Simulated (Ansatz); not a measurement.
An ordered 4-atom cell of GePbSe2 on the rocksalt lattice (R-3m), relaxed with r2SCAN, was run in Ansatz 0.2.0 under altered settings. All numbers are computed, without spin polarisation but where a row says otherwise.

```
CELL_PARAMETERS angstrom
2.07965 1.20068 6.86897
-2.07965 1.20068 6.86897
0.00000 -2.40137 6.86897
ATOMIC_POSITIONS crystal
Ge 0.00000 0.00000 0.00000
Pb 0.50000 0.50000 0.50000
Se 0.25861 0.25861 0.25861
Se 0.74139 0.74139 0.74139
```

The base run's other keys:
```yaml
kpoints:
  mp_grid: { grid: [4, 4, 4] }
hamiltonian:
  xc: hse06
scf:
  occupations: { method: fermi_dirac, width: 0.02 }
  n_extra_bands: 5
```

It takes 25 iterations with 1961 plane waves at 420 eV and 13 k points, and leaves a mean stress of -0.26 GPa. The gap over this mesh is 0.478 eV. It ran on 4 threads of Arm Neoverse N1 (shared host).

Outcomes, with energy and stress as changes against the base:

| setting | outcome | ΔF (meV/atom) | Δ mean stress (GPa) | gap on the mesh (eV) | iterations | wall time |
| --- | --- | --- | --- | --- | --- | --- |
| PBE hybrid, exx coeff 1.0, omega 0.5 1/Å | converged | – | -1.8 | 0.644 | 35 | 73 s |
| PBE hybrid, exx coeff 0.15, omega 0.3 1/Å | converged | – | +0.6 | 0.265 | 20 | 50 s |
| basis.xc_grid: 3 | converged | 0.0 | 0.0 | 0.478 | 25 | 58 s |

A dash marks a value that wasn't obtained or can't be compared. Stress is positive in compression. The base took 58 s.

- PBE hybrid, exx coeff 1.0, omega 0.5 1/Å. That is 100 % exact exchange, screened with ω = 0.5 1/Å, against HSE06's 25 % screened at 0.208 1/Å. The mean stress moves by -1.8 GPa and the gap on the mesh by +0.166 eV (to 0.644). Totals of different functionals aren't comparable.
- PBE hybrid, exx coeff 0.15, omega 0.3 1/Å. That is 15 % exact exchange, screened with ω = 0.3 1/Å, against HSE06's 25 % screened at 0.208 1/Å. The mean stress moves by +0.6 GPa and the gap on the mesh by -0.214 eV (to 0.265). Totals of different functionals aren't comparable.

Within 1 meV an atom, 0.1 GPa and 0.005 eV of the base stay: basis.xc_grid: 3.

Spin-orbit coupling is left out; in compounds of Pb, Bi, Tl or Hg it can lower a gap by up to about 1 eV, split its edges or invert the bands.

The stress of a hybrid is loosely converged in these runs.
